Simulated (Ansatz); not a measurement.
An Ansatz (a quantum-chemistry and plane-wave program) run. Input:

Ansatz 0.2 input:
```yaml
crystal:
  lattice:
    - [4.3712079211, 2.7898383894, 0.0]
    - [-4.3712079211, 2.7898383894, 0.0]
    - [-2.4176301401, 0.0, 4.4083197067]
  atoms:
    - { symbol: B, position: [0.491748698, 0.508251302, 0.8383398934] }
    - { symbol: B, position: [0.5020092566, 0.1761405055, 0.4839752853] }
    - { symbol: B, position: [0.8238594945, 0.4979907434, 0.4839752853] }
    - { symbol: B, position: [0.4940809488, 0.8309134112, 0.5054367489] }
    - { symbol: B, position: [0.1690865888, 0.5059190513, 0.5054367489] }
    - { symbol: B, position: [0.3070461523, 0.6929538477, 0.1808426568] }
    - { symbol: B, position: [0.6895996881, 0.3104003119, 0.8119275021] }
    - { symbol: B, position: [0.3028710142, 0.1881642299, 0.6950563103] }
    - { symbol: B, position: [0.8118357701, 0.6971289858, 0.6950563103] }
    - { symbol: B, position: [0.6961898213, 0.8174984376, 0.2988075867] }
    - { symbol: B, position: [0.1825015624, 0.3038101787, 0.2988075867] }
    - { symbol: B, position: [0.0003951166, 0.9996048834, 0.9878830428] }
    - { symbol: C, position: [0.503314214, 0.496685786, 0.1756344045] }
    - { symbol: C, position: [0.1255991349, 0.8744008651, 0.8812953344] }
    - { symbol: C, position: [0.8785125394, 0.1214874606, 0.1036053036] }
kpoints:
  mp_grid: { grid: [6, 6, 6] }
hamiltonian:
  xc: pbesol
  pseudopotentials: { azcp: { folder: ./paw }, kind: paw }
scf:
  occupations: { method: fixed }
elastic: { mode: relaxed_ion, stencil: two_point, amplitude: 0.005, f_tol: 0.0005 }
output: { polarization: {} }
```

Output (shortened):

```
Pseudopotential: B, paw, valence charge 3
Pseudopotential: C, paw, valence charge 4
Functional definition: PBEsol
Crystal: 15 atoms, lattice volume = 107.519 Å³
Basis set: ecut = 420 eV, 2125 PW (Γ), exchange–correlation on 72×72×72 points (8 copies of the dense FFT grid, shifted against one another)
Bands: 39, of which v1, the nominal top of the filled ones, is band 24 counted from 1 (23 counted from 0)
Symmetry: 2 space group operations
Space group: Cm (ITA 8), of the structure as read, at distance tolerance 4.8e-5 Å
k-points: 68 of 216 (time reversal used)
SCF 1 converged in 14 iterations: F = -2573.664591 eV  dr2 = 4.79e-15
relax step   1: F+E_penalty+E_count = -2573.66459101 eV  Δ(F+E_penalty+E_count) = +0.000e0 eV  max|allowed force component| = 8.251e-4 eV/Å  Δτ_max = 0.0000 Å  (14 SCF iters, accepted)
Crystal: 15 atoms, lattice volume = 107.519 Å³
SCF 2 converged in 7 iterations: F = -2573.664591 eV  dr2 = 3.66e-14
relax step   2: F+E_penalty+E_count = -2573.66459103 eV  Δ(F+E_penalty+E_count) = -2.389e-8 eV  max|allowed force component| = 3.208e-4 eV/Å  Δτ_max = 0.0000 Å  (7 SCF iters, accepted)
Crystal: 15 atoms, lattice volume = 107.519 Å³
SCF 3 converged in 10 iterations: F = -2573.664591 eV  dr2 = 6.02e-17
Crystal: 15 atoms, lattice volume = 106.981 Å³
SCF 4 converged in 11 iterations: F = -2573.658919 eV  dr2 = 1.57e-14
relax step   1: F+E_penalty+E_count = -2573.65891867 eV  Δ(F+E_penalty+E_count) = +0.000e0 eV  max|allowed force component| = 1.704e-1 eV/Å  Δτ_max = 0.0000 Å  (11 SCF iters, accepted)
Crystal: 15 atoms, lattice volume = 106.981 Å³
SCF 5 converged in 9 iterations: F = -2573.660099 eV  dr2 = 3.25e-14
relax step   2: F+E_penalty+E_count = -2573.66009908 eV  Δ(F+E_penalty+E_count) = -1.180e-3 eV  max|allowed force component| = 5.928e-2 eV/Å  Δτ_max = 0.0032 Å  (9 SCF iters, accepted)
Crystal: 15 atoms, lattice volume = 106.981 Å³
SCF 6 converged in 9 iterations: F = -2573.660443 eV  dr2 = 2.74e-14
relax step   3: F+E_penalty+E_count = -2573.66044274 eV  Δ(F+E_penalty+E_count) = -3.437e-4 eV  max|allowed force component| = 1.192e-2 eV/Å  Δτ_max = 0.0024 Å  (9 SCF iters, accepted)
Crystal: 15 atoms, lattice volume = 106.981 Å³
SCF 7 converged in 8 iterations: F = -2573.660454 eV  dr2 = 1.24e-14
relax step   4: F+E_penalty+E_count = -2573.66045354 eV  Δ(F+E_penalty+E_count) = -1.080e-5 eV  max|allowed force component| = 4.916e-3 eV/Å  Δτ_max = 0.0004 Å  (8 SCF iters, accepted)
Crystal: 15 atoms, lattice volume = 106.981 Å³
SCF 8 converged in 8 iterations: F = -2573.660455 eV  dr2 = 1.58e-14
relax step   5: F+E_penalty+E_count = -2573.66045474 eV  Δ(F+E_penalty+E_count) = -1.198e-6 eV  max|allowed force component| = 2.241e-3 eV/Å  Δτ_max = 0.0005 Å  (8 SCF iters, accepted)
Crystal: 15 atoms, lattice volume = 106.981 Å³
SCF 9 converged in 7 iterations: F = -2573.660455 eV  dr2 = 8.23e-14
relax step   6: F+E_penalty+E_count = -2573.66045548 eV  Δ(F+E_penalty+E_count) = -7.432e-7 eV  max|allowed force component| = 3.180e-4 eV/Å  Δτ_max = 0.0004 Å  (7 SCF iters, accepted)
Crystal: 15 atoms, lattice volume = 106.981 Å³
SCF 10 converged in 5 iterations: F = -2573.660455 eV  dr2 = 6.37e-14
Crystal: 15 atoms, lattice volume = 108.056 Å³
Basis set: ecut = 420 eV, 2131 PW (Γ), exchange–correlation on 72×72×72 points (8 copies of the dense FFT grid, shifted against one another)
SCF 11 converged in 11 iterations: F = -2573.658964 eV  dr2 = 1.80e-14
[...]
  E_xc         = -535.737616
  E_vxc        = -640.905980  (∫ρ·V_xc dr)
  E_paw        = -1189.087444  (= ΣΔE_a)
  E_vpaw       = -55.125209  (= ΣTr[D̂ρ^β])
  E_aug_tail   = 0.000133  (compensation charges beyond the density's cutoff)
  E_ewald      = -1460.880810
  E_core_change = 0.239832  (= ΣΔE_core)
  E_smearing   =  0.000000  (= −TS)
  E_closure    =  0.000000  (closes the sum)
  Σ components = -2573.664591   (vs F -2573.664591, Δ=0.00e0)
--- Forces (eV/Å), atoms counted from 1 ---
  atom   1  B      0.00004445     0.00000000    -0.00007291
  atom   2  B     -0.00008783     0.00000266    -0.00003326
  atom   3  B     -0.00008783    -0.00000266    -0.00003326
  atom   4  B     -0.00000511    -0.00003148     0.00008694
  atom   5  B     -0.00000511     0.00003148     0.00008694
  atom   6  B      0.00000005     0.00000000     0.00001265
  atom   7  B      0.00003027     0.00000000     0.00002821
  atom   8  B      0.00005251    -0.00000581    -0.00001964
  atom   9  B      0.00005251     0.00000581    -0.00001964
  atom  10  B     -0.00000428    -0.00002536    -0.00000855
  atom  11  B     -0.00000428     0.00002536    -0.00000855
  atom  12  B      0.00018396     0.00000000     0.00004153
  atom  13  C      0.00031078     0.00000000     0.00012074
  atom  14  C     -0.00015931     0.00000000     0.00004863
  atom  15  C     -0.00032076     0.00000000    -0.00022984
  max |Σ_I F_I| component: 8.13e-9 eV/Å
--- Stress (GPa, compression-positive) ---
       -0.006329       0.000000       0.003060
        0.000000       0.003502       0.000000
        0.003061       0.000000       0.001915
  P = ⅓ Tr σ = -0.0003 GPa (-0.003 kbar)
--- Band table (eV; the first three rows and the last of 68) ---
  k-point 0: bands = ["-7.9146", "-4.7288", "-3.7438", "-2.7440", "-2.1285", "-1.6921", "-0.3180", "0.4045", "0.7971", "1.4706", "1.5197", "2.4008", "2.5550", "2.6645", "2.8530", "5.1518", "5.5976", "6.0556", "6.5363", "6.7735", "7.2785", "7.3062", "7.5771", …
  k-point 1: bands = ["-7.7960", "-4.9576", "-3.8566", "-2.9484", "-2.1436", "-1.6956", "0.1254", "0.6171", "0.9350", "1.0003", "1.5071", "1.8819", "3.3086", "3.3602", "3.5778", "4.6277", "5.1488", "5.9126", "6.3518", "6.7141", "7.1101", "7.2926", "7.4294", …
  k-point 2: bands = ["-7.4828", "-5.5371", "-3.9988", "-3.2218", "-2.1573", "-1.5789", "0.1542", "0.2863", "1.3537", "1.3877", "1.9366", "2.7272", "3.0394", "3.8196", "4.2134", "4.8111", "4.8863", "5.6694", "5.8338", "6.0503", "6.7970", "7.2087", "7.2211", …
  k-point 67: bands = ["-7.2554", "-5.3900", "-4.2253", "-3.3923", "-2.3547", "-2.1619", "-0.6242", "-0.3680", "1.3703", "2.1952", "2.5110", "3.1445", "3.4619", "4.5481", "4.5981", "5.3284", "5.4072", "5.5921", "6.0612", "6.7286", "7.0852", "7.2340", …
--- Elastic constants: 6 strain directions × 2 members + reference (group order 2) ---
  dense FFT box of the reference and of every strained cell: 36×36×36
  strains applied: 11, 22, 33, 23, 13, 12; error gains …
  reference relaxed by the batch: 2 steps …
  largest displacement 2.1e-5 Å; the constants are those of the deck's cell at these positions:
  atoms:
    - { symbol: B, position: [0.4917494842110225, 0.5082505157889774, 0.8383397698310349] }
    - { symbol: B, position: [0.5020088016093878, 0.17614007035468776, 0.48397498623747337] }
    - { symbol: B, position: [0.8238599296453122, 0.4979911983906122, 0.48397498623747337] }
    - { symbol: B, position: [0.4940815297443901, 0.8309127107394283, 0.5054379552723228] }
    - { symbol: B, position: [0.16908728926057165, 0.5059184702556099, 0.5054379552723228] }
    - { symbol: B, position: [0.3070468401074971, 0.6929531598925027, 0.18084334901688687] }
    - { symbol: B, position: [0.6895988762349853, 0.3104011237650146, 0.8119251828077633] }
    - { symbol: B, position: [0.30287053774787615, 0.18816310157590882, 0.6950561281631283] }
    - { symbol: B, position: [0.8118368984240912, 0.6971294622521239, 0.6950561281631283] }
    - { symbol: B, position: [0.6961896387674716, 0.8174985406637861, 0.29880695758820436] }
    - { symbol: B, position: [0.18250145933621367, 0.30381036123252814, 0.29880695758820436] }
    - { symbol: B, position: [0.00039445446418684416, 0.999605545535813, 0.9878837753696443] }
    - { symbol: C, position: [0.5033158918539912, 0.4966841081460087, 0.17563497072675488] }
    - { symbol: C, position: [0.12559859765324505, 0.8744014023467549, 0.8812976094557513] }
    - { symbol: C, position: [0.8785097708897565, 0.12149022911024347, 0.10360328826990581] }
  C = ∂σ_k/∂η_j (tension-positive GPa; Voigt order 11 22 33 23 13 12):
       499.023    107.532     99.028      0.000    -33.964      0.000
       107.571    545.358     96.771      0.000     56.023      0.000
        99.003     96.734    558.655      0.000     35.425      0.000
         0.000      0.000      0.000    198.907      0.000     36.532
       -33.948     56.043     35.422      0.000    190.160      0.000
         0.000      0.000      0.000     36.525      0.000    184.432
  reference stress σ⁰ (GPa):      0.006     -0.004     -0.002      0.000     -0.003      0.000
  moduli (Voigt/Reuss/Hill, GPa): K = 245.52/243.48/244.50   G = 201.35/192.18/196.76   E = 465.44   ν = 0.183
  mechanically stable: yes (min eigenvalue of sym C = 154.43 GPa)
  e, the proper piezoelectric tensor (elastic.mode: relaxed_ion; C/m²; rows x y z; Voigt order 11 22 33 23 13 12):
       0.06892   -0.06094   -0.02134    0.00000    0.06658    0.00000
       0.00000    0.00000    0.00000    0.27589    0.00000   -0.23281
      -0.02552    0.16230    0.07658    0.00000   -0.14089    0.00000
  ±, each entry's uncertainty from the finite density of the strings (C/m²), an estimate: the size of the correction for it that the entry includes:
       0.00036    0.00135    0.00080    0.00000    0.00013    0.00000
       0.00000    0.00000    0.00000    0.00081    0.00000    0.00044
       0.00051    0.00055    0.00071    0.00000    0.00048    0.00000
  strain η (Voigt 11):  stress-route row diagonal C_11 = 499.02 GPa, energy-path curvature d²(F+E_count+ΔE)/dδ²/Ω₀ = 498.85 GPa
         δ    σ_11 (GPa)             F (eV)   n_scf  n_hpsi   n_pw
    -5.000e-3      -2.5084       -2573.6604555       5   28238   2125   relax 6 steps, max|allowed force component| 3.18e-4 eV/Å
     5.000e-3       2.4819       -2573.6604302       6   28480   2131   relax 6 steps, max|allowed force component| 3.54e-4 eV/Å
  strain η (Voigt 22):  stress-route row diagonal C_22 = 545.36 GPa, energy-path curvature d²(F+E_count+ΔE)/dδ²/Ω₀ = 545.31 GPa
         δ    σ_22 (GPa)             F (eV)   n_scf  n_hpsi   n_pw
    -5.000e-3      -2.7507       -2573.6600302       5   28198   2117   relax 6 steps, max|allowed force component| 2.71e-4 eV/Å
     5.000e-3       2.7029       -2573.6600711       6   29696   2133   relax 6 steps, max|allowed force component| 2.35e-4 eV/Å
  strain η (Voigt 33):  stress-route row diagonal C_33 = 558.65 GPa, energy-path curvature d²(F+E_count+ΔE)/dδ²/Ω₀ = 558.68 GPa
         δ    σ_33 (GPa)             F (eV)   n_scf  n_hpsi   n_pw
    -5.000e-3      -2.8239       -2573.6598361       6   27915   2115   relax 6 steps, max|allowed force component| 2.64e-4 eV/Å
     5.000e-3       2.7626       -2573.6599023       6   28801   2139   relax 6 steps, max|allowed force component| 1.81e-4 eV/Å
  strain η (Voigt 23):  stress-route row diagonal C_44 = 198.91 GPa, energy-path curvature d²(F+E_count+ΔE)/dδ²/Ω₀ = 198.88 GPa
         δ    σ_23 (GPa)             F (eV)   n_scf  n_hpsi   n_pw
    -5.000e-3      -0.9945       -2573.6629116       6   48451   2125   relax 6 steps, max|allowed force component| 2.79e-4 eV/Å
     5.000e-3       0.9945       -2573.6629116       6   48426   2125   relax 6 steps, max|allowed force component| 2.79e-4 eV/Å
  strain η (Voigt 13):  stress-route row diagonal C_55 = 190.16 GPa, energy-path curvature d²(F+E_count+ΔE)/dδ²/Ω₀ = 190.18 GPa
         δ    σ_13 (GPa)             F (eV)   n_scf  n_hpsi   n_pw
    -5.000e-3      -0.9521       -2573.6629545       6   29946   2135   relax 6 steps, max|allowed force component| 2.33e-4 eV/Å
     5.000e-3       0.9495       -2573.6629576       6   29480   2125   relax 6 steps, max|allowed force component| 2.50e-4 eV/Å
  strain η (Voigt 12):  stress-route row diagonal C_66 = 184.43 GPa, energy-path curvature d²(F+E_count+ΔE)/dδ²/Ω₀ = 184.37 GPa
         δ    σ_12 (GPa)             F (eV)   n_scf  n_hpsi   n_pw
    -5.000e-3      -0.9222       -2573.6630781       6   47030   2125   relax 6 steps, max|allowed force component| 1.37e-4 eV/Å
     5.000e-3       0.9222       -2573.6630781       6   47050   2125   relax 6 steps, max|allowed force component| 1.37e-4 eV/Å
--- Formal polarisation (Berry phase): one branch of a lattice of values; only differences between neighbouring runs are physical ---
  axis  mesh            electronic          ionic      p = total  spread (rad)  least overlap  resolved gap  δp at fixed H ≤   (phases in cycles; p mod 1 …
  b1    6×6×6          -0.94474344    22.44337426    21.49863083      0.022703         0.9265        3.0153           5.7e-6
  b2    6×6×6           0.94474344    25.55662574    26.50136918      0.022703         0.9265        3.0153           5.7e-6
  b3    6×6×6          -0.75907331    24.99877587    24.23970256      0.083737         0.9280        3.0153           6.0e-6
  quantum along a1:   0.04822998 e/Å² =    77.272953 µC/cm²
  quantum along a2:   0.04822998 e/Å² =    77.272953 µC/cm²
  quantum along a3:   0.04676163 e/Å² =    74.920391 µC/cm²
  P = ( -0.74843466,   1.24547982,   0.99384070) e/Å² = (-1199.124527,  1995.478658,  1592.308354) µC/cm²  (mod the quanta)
```

Cost: very roughly 40 core-minutes on shared cores.

The first step of the workflow began from a Materials Project structure, measured or hypothetical; the Crystallography Open Database copy checked does not list it. Its standing as an ambient phase is unchecked. Symmetry was held in the PBEsol relaxation; phonons on a q-mesh show no instability.

Potentials: the earlier of the program's two PAW sets.

Ansatz is a plane-wave DFT program.
